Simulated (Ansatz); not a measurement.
SiC:
```
SiC
1.0
    3.09198     0.00000     0.00000
   -1.54599     2.67773     0.00000
    0.00000     0.00000     5.07436
Si C
2 2
Direct
  0.66667   0.33333   0.00052
  0.33333   0.66667   0.50052
  0.66667   0.33333   0.62468
  0.33333   0.66667   0.12468
```

Relaxed with PBE. Special points in fractions of this cell's reciprocal vectors: Γ (0.000, 0.000, 0.000); M (0.500, 0.000, 0.000); K (0.333, 0.333, 0.000); A (0.000, 0.000, 0.500); L (0.500, 0.000, 0.500); H (0.333, 0.333, 0.500).

Question: List the band energies nearest the valence-band maximum at these points for the program Ansatz at the PBE level (PAW).

Answer: In eV from the valence-band maximum; about four levels below and three above (degenerate sets whole), none deeper than 8.9 eV; points with the same levels are listed once.

| k | below | above |
|---|---|---|
| Γ | -1.31 -1.31 -0.11 0.00 0.00 | 4.67 6.03 6.58 6.58 |
| M | -5.37 -3.29 -3.24 -1.19 | 2.75 4.21 6.75 |
| K | -6.25 -6.25 -3.99 -3.99 -3.78 | 2.31 8.11 8.77 8.77 |
| A | -0.71 -0.71 -0.71 -0.71 | 5.76 5.76 7.27 7.27 7.27 7.27 |
| L | -2.42 -2.42 -2.31 -2.31 | 3.25 3.25 5.19 5.19 |
| H | -5.56 -5.56 -1.73 -1.73 | 4.99 4.99 5.99 5.99 |

Space group P6_3mc (wurtzite). Symmetry was held in the PBE relaxation; phonons on a q-mesh show no instability.

Potentials: the later of the program's two PAW sets.
